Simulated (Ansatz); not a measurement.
## What DFT gives for Cs2SiF2

```yaml
crystal:
  lattice:
    - [0.00000, 0.00000, 5.91814]
    - [6.74674, -3.56368, 2.95907]
    - [6.74674, 3.56368, -2.95907]
  atoms:
    - { symbol: Cs, position: [0.33640, 0.01470, 0.68750] }
    - { symbol: Cs, position: [0.66360, 0.98530, 0.31250] }
    - { symbol: Cs, position: [0.16360, 0.68750, 0.01470] }
    - { symbol: Cs, position: [0.83640, 0.31250, 0.98530] }
    - { symbol: Si, position: [0.25000, 0.50000, 0.50000] }
    - { symbol: Si, position: [0.75000, 0.50000, 0.50000] }
    - { symbol: F, position: [0.34800, 0.73930, 0.43530] }
    - { symbol: F, position: [0.65200, 0.26070, 0.56470] }
    - { symbol: F, position: [0.15200, 0.43530, 0.73930] }
    - { symbol: F, position: [0.84800, 0.56470, 0.26070] }
```

The numbers come from plane-wave PAW DFT (Ansatz): PBE, no spin polarisation, 420 eV, 6×6×6 Γ-centred k points, tetrahedron occupations. Nothing was relaxed.

- Stress: The pressure is 4.8 GPa (compression positive), so with the atoms held at these fractions the cell would first expand; the forces are large, so a full relaxation may end otherwise. The principal stresses 2.9, 3.2, 8.2 GPa differ, so its shape would change too.
- Forces: The largest is on F9 (and as large on other atoms): 1.19 eV/Å, components (0.91, 0.77, 0.00). It makes 137° with the line to a nearest neighbour, Si5 at 2.18 Å, pointing away from it.
- Electronic structure: It is a metal, with about 6.9 states/eV a cell as the mean within 0.25 eV of the Fermi level.
- Charges: Bader charges in e: Cs +0.57, Si +0.69, F -0.92. In the mean Si gives up most and F takes most.

Origin: a known structure type with other elements, at an estimated volume, so it need not be a known compound. Caveats: empty levels are not fully converged; many states at the Fermi level without spin polarisation, so a magnetic state may lie lower; forces and stress under tetrahedra may miss the slope of the energy.
